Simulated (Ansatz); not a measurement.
Start of a relaxation of AlB₂P₃:

```xyz
6
Lattice="3.1996 0.0000 0.0000 0.0000 3.1996 0.0000 0.0000 0.0000 9.2350" Properties=species:S:1:pos:R:3 pbc="T T T"
Al    1.5998    1.5998    1.5823
B     0.0000    0.0000    9.2345
B     1.5998    1.5998    4.6321
P     0.0000    0.0000    6.2308
P     0.0000    0.0000    3.0242
P     1.5998    1.5998    7.6187
```

Method: DFT PBE, scalar-relativistic, plane waves, PAW (Ansatz 0.2.0). Cutoff 420 eV, Gaussian smearing, Γ-centred meshes. Cell and atoms relax first on a coarse mesh and then on a finer one. In between, the cell is made exact in the group found at 0.06 Å. In metals the finer mesh still leaves noise of several meV/atom or more. The steps can't lower the symmetry of their start. No spin polarisation.

A guess keeps its type if space group and coordination stay and the shape of the cell changes little (axis ratios within about 15 %, angles within 6°); the volume may change.

Task: Will the relaxed cell still be of the starting type?

Result: It doesn't keep its type. The symmetry stays P4mm (No. 99). The volume per atom shrinks by 5.9 %, from 15.8 to 14.8 Å³. The shortest distance goes from 2.65 Å (P–P) to 2.08 Å (B–P). The ratio c/a of the conventional cell changes by a factor of 1.37. Counting neighbours within 15 % of an atom's shortest distance, the start has Al 9, B 10, P 9 and the end Al 6, B 5/8, P 1/5. In detail, at the end around Al lie 1 B at 2.15 Å, 1 P at 2.36 Å, 4 B at 2.45 Å and 4 Al at 2.82 Å; B on its first site has 4 P at 2.20 Å, 4 Al at 2.45 Å and 4 B at 2.82 Å; P on its first site is surrounded by 1 P at 2.20 Å; 3 more sites not described.

Space group P4mm (No. 99). a = 2.821 Å, b = 2.821 Å, c = 11.177 Å, α = 90.00°, β = 90.00°, γ = 90.00°
```json
{"atom": "Al", "site": "1b", "symmetry": "4mm", "x": "0.5000", "y": "0.5000", "z": "0.1602"}
{"atom": "B", "site": "1a", "symmetry": "4mm", "x": "0.0000", "y": "0.0000", "z": "0.0325"}
{"atom": "B", "site": "1b", "symmetry": "4mm", "x": "0.5000", "y": "0.5000", "z": "0.3525"}
{"atom": "P", "site": "1a", "symmetry": "4mm", "x": "0.0000", "y": "0.0000", "z": "0.6013"}
{"atom": "P", "site": "1a", "symmetry": "4mm", "x": "0.0000", "y": "0.0000", "z": "0.4041"}
{"atom": "P", "site": "1b", "symmetry": "4mm", "x": "0.5000", "y": "0.5000", "z": "0.9493"}
```

The last run used a 14×14×4 mesh (in the run's order of axes) for its 6-atom cell and Gaussian smearing of 0.10 eV. Weakly bound directions are ill-defined at this level, which has no dispersion term. A structure relaxed within its symmetry needn't be a true minimum.

In counts of neighbours, a slash parts the counts of unlike sites.
